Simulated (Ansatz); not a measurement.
A geometry of Ru away from equilibrium: the start of the relaxation of a relaxed Ru cell with every coordinate shifted by Gaussian noise of σ = 0.45 Å. The numbers are results of PBEsol (plane waves to 420 eV, PAW, scalar-relativistic; Ansatz, a quantum-chemistry and plane-wave program), not measurements. Γ-centred k-mesh 14×14×8 on the run's cell (coarser than for final values), Fermi–Dirac smearing 0.05 eV.

```xyz
2
Lattice="2.6920 0.0000 0.0000 -1.3460 2.3313 0.0000 0.0000 0.0000 4.2460" Properties=species:S:1:pos:R:3 pbc="T T T"
Ru    -0.3269     1.9797     2.8360
Ru     1.5472     0.9050     0.8925
```

Question: Give the Cartesian forces on all atoms (eV/Å).

Answer: 
```csv
atom,Fx,Fy,Fz
Ru1,1.81,-1.02,2.83
Ru2,-1.81,1.02,-2.83
```

Question: What is the pressure?

Answer: +19.0 GPa, compression positive.

No spin polarisation in the result.

The run could not lose the symmetry of its start.
